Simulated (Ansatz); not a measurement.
TiC₂:
```cif
data_C2Ti
_chemical_formula_sum 'Ti1 C2'
_space_group_name_H-M_alt 'P 1'
_space_group_IT_number 1
_cell_length_a 2.65933
_cell_length_b 2.65933
_cell_length_c 3.85877
_cell_angle_alpha 90.000
_cell_angle_beta 90.000
_cell_angle_gamma 120.000
loop_
_space_group_symop_operation_xyz
  'x, y, z'
loop_
_atom_site_label
_atom_site_type_symbol
_atom_site_fract_x
_atom_site_fract_y
_atom_site_fract_z
_atom_site_occupancy
Ti1 Ti 0.00000 0.00000 0.00000 1
C1 C 0.33333 0.66667 0.50000 1
C2 C 0.66667 0.33333 0.50000 1
```

Relaxed with r²SCAN.

Problem. Which orbitals make up the states near the Fermi level in r²SCAN in the plane-wave PAW code Ansatz?

Solution. Within 0.5 eV of the Fermi level: Ti 3d 84 %, C 2p 9 %. Projections are on Löwdin-orthogonalised atomic valence shells; empty p or d shells of many metals are not among them.

Problem. Tabulate the density of states.

Solution. States/eV per cell of 3 atoms, in 0.25 eV bins, energy from the Fermi level.

```csv
E (eV),total,Ti 3d,C 2p,C 2s
-7.85,0.86,0.11,0.71,0.01
-7.60,0.77,0.09,0.65,0.01
-7.35,0.69,0.08,0.59,0.00
-7.10,0.62,0.06,0.54,0.00
-6.85,0.44,0.05,0.38,0.00
-6.60,0.18,0.03,0.14,0.00
-6.35,0.10,0.02,0.08,0.00
-6.10,0.05,0.01,0.04,0.00
-5.85,0.07,0.03,0.04,0.00
-5.60,0.24,0.09,0.13,0.00
-5.35,0.44,0.17,0.25,0.00
-5.10,0.46,0.19,0.25,0.00
-4.85,0.48,0.21,0.24,0.00
-4.60,0.50,0.24,0.24,0.00
-4.35,0.55,0.28,0.23,0.00
-4.10,0.60,0.34,0.21,0.00
-3.85,0.68,0.42,0.20,0.01
-3.60,0.70,0.45,0.17,0.01
-3.35,0.78,0.53,0.15,0.01
-3.10,0.76,0.53,0.12,0.01
-2.85,0.69,0.50,0.11,0.00
-2.60,0.63,0.45,0.11,0.00
-2.35,0.59,0.39,0.14,0.00
-2.10,0.40,0.24,0.13,0.01
-1.85,0.34,0.19,0.13,0.01
-1.60,0.66,0.44,0.17,0.01
-1.35,1.03,0.72,0.22,0.02
-1.10,1.29,0.92,0.25,0.03
-0.85,1.30,0.97,0.22,0.02
-0.60,1.21,0.97,0.17,0.01
-0.35,0.91,0.76,0.10,0.00
-0.10,0.77,0.66,0.06,0.00
0.15,0.77,0.65,0.06,0.01
0.40,1.28,1.06,0.12,0.04
0.65,2.36,1.94,0.24,0.07
0.90,2.10,1.70,0.24,0.05
1.15,1.69,1.38,0.17,0.06
1.40,1.86,1.54,0.15,0.08
1.65,2.59,2.21,0.19,0.09
1.90,2.60,2.19,0.21,0.12
2.15,2.44,2.05,0.18,0.14
2.40,2.00,1.33,0.26,0.27
2.65,2.02,1.11,0.37,0.34
2.90,1.99,1.15,0.40,0.27
3.15,2.18,1.31,0.51,0.22
3.40,3.11,1.90,0.86,0.22
3.65,2.76,1.57,0.87,0.20
3.90,2.64,1.40,0.88,0.24
4.15,1.32,0.35,0.53,0.32
4.40,1.03,0.19,0.41,0.32
4.65,1.01,0.16,0.44,0.29
```

Space group P6/mmm. The start of the workflow was typed in or built on a structure type; neither database checked (COD, Materials Project) lists it. Whether it is the stable phase at ambient conditions was not checked. The r²SCAN relaxation kept the symmetry of its start; its stability against distortions is not shown here. No spin polarisation was allowed. The volume moved by 21 % from the start of the relaxation. Its formation energy is positive at this level, so the cell may be metastable or incomplete.

Potentials: the earlier of the program's two PAW sets. The files were generated under PBE; for other functionals the program regenerates the frozen cores, and for LDA and PBEsol the local potential too.
